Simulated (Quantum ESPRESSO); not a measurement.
## AgRu2Rh4Cu (one run as intended and one with a planted mistake)

A calculation, not a measurement. The program is pw.x of Quantum ESPRESSO 7.5 (plane-wave density functional theory). The cell is made up: eight metal atoms on a face-centred cubic lattice, with elements, volume, strain and displacements drawn at random and not relaxed, so it may be unstable or far from any real phase. PseudoDojo standard norm-conserving files set the functional (PBE unless stated); there is no spin polarisation or spin-orbit coupling, the Fermi-Dirac width of 0.25 eV means electrons at about 2900 K, and the masses in the input are unused placeholders. The copper pseudopotential is less sure than most, with forces differing by about three percent and pressure by about two GPa from a second method on plain copper. A spin test at this wide smearing found no moment, but such smearing suppresses magnetism that the real alloy may have.

Intended input:

```
&control calculation='scf', pseudo_dir='./dojo.nc.sr.pbe.v0_5.standard.upf', outdir='./o', disk_io='minimal', tprnfor=.true., tstress=.true. /
&system ibrav=0, nat=8, ntyp=4, nbnd=85, ecutwfc=92.02030273, nosym=.true., tot_charge=0,
 occupations='smearing', smearing='fd', degauss=0.0183746611
/
&electrons conv_thr=1.470e-08, electron_maxstep=70, mixing_beta=0.5 /
ATOMIC_SPECIES
Ag 1.0 Ag.upf
Cu 1.0 Cu.upf
Rh 1.0 Rh.upf
Ru 1.0 Ru.upf
CELL_PARAMETERS angstrom
-0.0289 -2.0016 -2.01
-5.9626 -2.0477 -0.0408
-1.9708 3.9228 -5.9786
ATOMIC_POSITIONS angstrom
Ag -0.0068 -0.0358 0.0304
Ru -1.9302 1.8523 -4.063
Rh -2.1457 -0.3023 -1.9464
Rh -3.8623 1.9307 -5.9294
Rh -3.8621 -0.1575 -4.0776
Cu -4.0313 -2.1495 -1.9401
Rh -6.0191 0.0859 -5.8362
Ru -6.0791 -2.3 -4.2751
K_POINTS automatic
9 4 3 1 1 1
```

The log is shortened where brackets say so; the opening notice, blank lines, dates and the lines on written files are dropped, and the path of the files is cut. It prints rydbergs, bohrs and kilobars, and counts compression as positive stress. Its total energy is the free energy E - TS of the whole cell.

Log of the intended run:

```
     Program PWSCF v.7.5
     Parallel version (MPI & OpenMP), running on       4 processor cores
     Number of MPI processes:                 4
     Threads/MPI process:                     1
     [start-up lines left out]
     bravais-lattice index     =            0
     lattice parameter (alat)  =       5.3607  a.u.
     unit-cell volume          =     850.0155 (a.u.)^3
     number of atoms/cell      =            8
     number of atomic types    =            4
     number of electrons       =       138.00
     number of Kohn-Sham states=           85
     kinetic-energy cutoff     =      92.0203  Ry
     charge density cutoff     =     368.0812  Ry
     scf convergence threshold =      1.5E-08
     mixing beta               =       0.5000
     number of iterations used =            8  plain     mixing
     Exchange-correlation= PBE
                           (   1   4   3   4   0   0   0)
     [axes and pseudopotential details left out]
   Cartesian axes
     site n.     atom                  positions (alat units)
         1        Ag     tau(   1) = (  -0.0023971  -0.0126199   0.0107164  )
         2        Ru     tau(   2) = (  -0.6804186   0.6529579  -1.4322562  )
         3        Rh     tau(   3) = (  -0.7563850  -0.1065644  -0.6861293  )
         4        Rh     tau(   4) = (  -1.3615070   0.6805949  -2.0901846  )
         5        Rh     tau(   5) = (  -1.3614365  -0.0555206  -1.4374029  )
         6        Cu     tau(   6) = (  -1.4210816  -0.7577245  -0.6839085  )
         7        Rh     tau(   7) = (  -2.1218049   0.0302808  -2.0573304  )
         8        Ru     tau(   8) = (  -2.1429556  -0.8107776  -1.5070240  )
     number of k points=    54  Fermi-Dirac smearing, width (Ry)=  0.0184
                       cart. coord. in units 2pi/alat
        k(    1) = (  -0.0555107  -0.0101857  -0.0674662), wk =   0.0370370
        k(    2) = (   0.0050601  -0.1901116   0.1108369), wk =   0.0370370
     [further k points left out]
     Dense  grid:   101417 G-vectors     FFT dimensions: (  36,  75,  90)
     Estimated max dynamical RAM per process >     415.90 MB
     Estimated total dynamical RAM >       1.55 GB
     Initial potential from superposition of free atoms
     starting charge     137.9951, renormalised to     138.0000
     Starting wfcs are   80 randomized atomic wfcs +    5 random wfcs
     total cpu time spent up to now is        9.7 secs
     per-process dynamical memory:   335.1 Mb
     Self-consistent Calculation
     iteration #  1     ecut=    92.02 Ry     beta= 0.50
     Davidson diagonalization with overlap
     ethr =  1.00E-02,  avg # of iterations =  3.0
     total cpu time spent up to now is       37.7 secs
     total energy              =   -2028.58035256 Ry
     estimated scf accuracy    <       5.09289736 Ry
     iteration #  2     ecut=    92.02 Ry     beta= 0.50
     Davidson diagonalization with overlap
     ethr =  3.69E-03,  avg # of iterations =  3.0
     total cpu time spent up to now is       67.1 secs
     total energy              =   -2028.13292778 Ry
     estimated scf accuracy    <      40.60947404 Ry
     [iterations 3 to 21 left out]
     iteration # 22     ecut=    92.02 Ry     beta= 0.50
     Davidson diagonalization with overlap
     ethr =  2.15E-10,  avg # of iterations =  1.7
     total cpu time spent up to now is      513.5 secs
     total energy              =   -2031.75948650 Ry
     estimated scf accuracy    <       0.00000027 Ry
     iteration # 23     ecut=    92.02 Ry     beta= 0.50
     Davidson diagonalization with overlap
     ethr =  1.99E-10,  avg # of iterations =  1.0
     total cpu time spent up to now is      534.2 secs
     End of self-consistent calculation
     [lines on levels left out]
!    total energy              =   -2031.75948650 Ry
     estimated scf accuracy    <       0.00000001 Ry
     smearing contrib. (-TS)   =      -0.17280907 Ry
     internal energy E=F+TS    =   -2031.58667743 Ry
     The total energy is F=E-TS. E is the sum of the following terms:
     one-electron contribution =    -716.34523107 Ry
     hartree contribution      =     441.27818161 Ry
     xc contribution           =    -311.90305142 Ry
     ewald contribution        =   -1444.61657654 Ry
     convergence has been achieved in  23 iterations
     Forces acting on atoms (cartesian axes, Ry/au):
     atom    1 type  1   force =     0.00360102    0.03718529   -0.01879891
     atom    2 type  4   force =    -0.00166422   -0.02435108    0.03643435
     atom    3 type  3   force =     0.00597283    0.04420149   -0.02966437
     atom    4 type  3   force =    -0.04815601   -0.03120768    0.01552590
     atom    5 type  3   force =    -0.02392762   -0.00159996    0.01313410
     atom    6 type  2   force =     0.00651158    0.00317504   -0.01448522
     atom    7 type  3   force =     0.06500099   -0.05744761   -0.00401074
     atom    8 type  4   force =    -0.00733856    0.03004450    0.00186489
     Total force =     0.139954     Total SCF correction =     0.000601
     Computing stress (Cartesian axis) and pressure
          total   stress  (Ry/bohr**3)                   (kbar)     P=     -128.09
  -0.00076424  -0.00014009  -0.00000153         -112.42      -20.61       -0.23
  -0.00014009  -0.00098308  -0.00006710          -20.61     -144.62       -9.87
  -0.00000153  -0.00006710  -0.00086486           -0.23       -9.87     -127.22
     init_run     :      9.09s CPU      9.44s WALL (       1 calls)
     electrons    :    511.04s CPU    524.52s WALL (       1 calls)
     forces       :      3.04s CPU      3.06s WALL (       1 calls)
     stress       :     10.56s CPU     10.56s WALL (       1 calls)
     [timing details left out]
     PWSCF        :   8m54.00s CPU   9m 7.97s WALL
     JOB DONE.
```

A second run has one planted mistake: the cell and the positions are scaled by a wrong factor. The input lines that differ:

```
- -0.0289 -2.0016 -2.01
- -5.9626 -2.0477 -0.0408
- -1.9708 3.9228 -5.9786
+ -0.0284 -1.9676 -1.9758
+ -5.8612 -2.0129 -0.0401
+ -1.9373 3.8561 -5.877
- Ag -0.0068 -0.0358 0.0304
- Ru -1.9302 1.8523 -4.063
- Rh -2.1457 -0.3023 -1.9464
- Rh -3.8623 1.9307 -5.9294
- Rh -3.8621 -0.1575 -4.0776
- Cu -4.0313 -2.1495 -1.9401
- Rh -6.0191 0.0859 -5.8362
- Ru -6.0791 -2.3 -4.2751
+ Ag -0.0067 -0.0352 0.0299
+ Ru -1.8974 1.8208 -3.9939
+ Rh -2.1092 -0.2972 -1.9133
+ Rh -3.7966 1.8979 -5.8286
+ Rh -3.7964 -0.1548 -4.0083
+ Cu -3.9628 -2.113 -1.9071
+ Rh -5.9168 0.0844 -5.737
+ Ru -5.9758 -2.2609 -4.2024
```

Its log:

```
     Program PWSCF v.7.5
     Parallel version (MPI & OpenMP), running on       4 processor cores
     Number of MPI processes:                 4
     Threads/MPI process:                     1
     [start-up lines left out]
     bravais-lattice index     =            0
     lattice parameter (alat)  =       5.2696  a.u.
     unit-cell volume          =     807.3969 (a.u.)^3
     number of atoms/cell      =            8
     number of atomic types    =            4
     number of electrons       =       138.00
     number of Kohn-Sham states=           85
     kinetic-energy cutoff     =      92.0203  Ry
     charge density cutoff     =     368.0812  Ry
     scf convergence threshold =      1.5E-08
     mixing beta               =       0.5000
     number of iterations used =            8  plain     mixing
     Exchange-correlation= PBE
                           (   1   4   3   4   0   0   0)
     [axes and pseudopotential details left out]
   Cartesian axes
     site n.     atom                  positions (alat units)
         1        Ag     tau(   1) = (  -0.0024027  -0.0126230   0.0107224  )
         2        Ru     tau(   2) = (  -0.6804240   0.6529545  -1.4322469  )
         3        Rh     tau(   3) = (  -0.7563773  -0.1065785  -0.6861258  )
         4        Rh     tau(   4) = (  -1.3614934   0.6806033  -2.0901861  )
         5        Rh     tau(   5) = (  -1.3614217  -0.0555126  -1.4374109  )
         6        Cu     tau(   6) = (  -1.4210942  -0.7577400  -0.6839025  )
         7        Rh     tau(   7) = (  -2.1218154   0.0302666  -2.0573375  )
         8        Ru     tau(   8) = (  -2.1429733  -0.8107782  -1.5070168  )
     number of k points=    54  Fermi-Dirac smearing, width (Ry)=  0.0184
                       cart. coord. in units 2pi/alat
        k(    1) = (  -0.0555107  -0.0101867  -0.0674663), wk =   0.0370370
        k(    2) = (   0.0050597  -0.1901087   0.1108384), wk =   0.0370370
     [further k points left out]
     Dense  grid:    96243 G-vectors     FFT dimensions: (  36,  72,  90)
     Estimated max dynamical RAM per process >     395.54 MB
     Estimated total dynamical RAM >       1.48 GB
     Initial potential from superposition of free atoms
     starting charge     137.9951, renormalised to     138.0000
     Starting wfcs are   80 randomized atomic wfcs +    5 random wfcs
     total cpu time spent up to now is       10.2 secs
     per-process dynamical memory:   319.5 Mb
     Self-consistent Calculation
     iteration #  1     ecut=    92.02 Ry     beta= 0.50
     Davidson diagonalization with overlap
     ethr =  1.00E-02,  avg # of iterations =  3.0
     total cpu time spent up to now is       37.9 secs
     total energy              =   -2028.95161698 Ry
     estimated scf accuracy    <       4.61426797 Ry
     iteration #  2     ecut=    92.02 Ry     beta= 0.50
     Davidson diagonalization with overlap
     ethr =  3.34E-03,  avg # of iterations =  3.0
     total cpu time spent up to now is       67.6 secs
     total energy              =   -2028.59685352 Ry
     estimated scf accuracy    <      35.30935757 Ry
     [iterations 3 to 21 left out]
     iteration # 22     ecut=    92.02 Ry     beta= 0.50
     Davidson diagonalization with overlap
     ethr =  5.30E-11,  avg # of iterations =  1.1
     total cpu time spent up to now is      532.0 secs
     total energy              =   -2031.78545743 Ry
     estimated scf accuracy    <       0.00000016 Ry
     iteration # 23     ecut=    92.02 Ry     beta= 0.50
     Davidson diagonalization with overlap
     ethr =  5.30E-11,  avg # of iterations =  1.0
     total cpu time spent up to now is      553.5 secs
     End of self-consistent calculation
     [lines on levels left out]
!    total energy              =   -2031.78545744 Ry
     estimated scf accuracy    <          1.4E-09 Ry
     smearing contrib. (-TS)   =      -0.16133553 Ry
     internal energy E=F+TS    =   -2031.62412191 Ry
     The total energy is F=E-TS. E is the sum of the following terms:
     one-electron contribution =    -677.57486085 Ry
     hartree contribution      =     427.77334143 Ry
     xc contribution           =    -312.22401421 Ry
     ewald contribution        =   -1469.59858827 Ry
     convergence has been achieved in  23 iterations
     Forces acting on atoms (cartesian axes, Ry/au):
     atom    1 type  1   force =     0.00612475    0.04643281   -0.02389726
     atom    2 type  4   force =    -0.00619605   -0.02675274    0.04269678
     atom    3 type  3   force =     0.00898410    0.05103051   -0.03498283
     atom    4 type  3   force =    -0.06038401   -0.03477652    0.01774739
     atom    5 type  3   force =    -0.03266013   -0.00360564    0.01652730
     atom    6 type  2   force =     0.00475329    0.00313985   -0.01767695
     atom    7 type  3   force =     0.07922396   -0.06506410   -0.01094044
     atom    8 type  4   force =     0.00015409    0.02959583    0.01052601
     Total force =     0.166538     Total SCF correction =     0.000220
     Computing stress (Cartesian axis) and pressure
          total   stress  (Ry/bohr**3)                   (kbar)     P=      -47.00
  -0.00019292  -0.00017762   0.00000380          -28.38      -26.13        0.56
  -0.00017762  -0.00046114  -0.00008370          -26.13      -67.84      -12.31
   0.00000380  -0.00008370  -0.00030446            0.56      -12.31      -44.79
     init_run     :      9.66s CPU     10.02s WALL (       1 calls)
     electrons    :    531.18s CPU    543.34s WALL (       1 calls)
     forces       :      3.09s CPU      3.09s WALL (       1 calls)
     stress       :     10.46s CPU     10.47s WALL (       1 calls)
     [timing details left out]
     PWSCF        :   9m14.58s CPU   9m27.23s WALL
     JOB DONE.
```

|  | intended run | run with the mistake |
| --- | --- | --- |
| free energy (eV) | -27643.496 | -27643.849 |
| entropy term -TS, part of it (eV) | -2.351 | -2.195 |
| pressure (GPa) | -12.81 | -4.70 |
| size of the largest force component (eV/Å) | 1.671 | 2.037 |
| largest change of a force component (eV/Å) |  | 0.366 |
| iterations | 23 | 23 |

For scale, a rerun of the intended cell at a higher cutoff and on a denser mesh moved values by no more than 0.003 eV in energy, 0.07 GPa in stress and 0.011 eV/Å in force, and a second program with other atomic files agreed on that cell to 2 % rms in force and 0.5 GPa in pressure.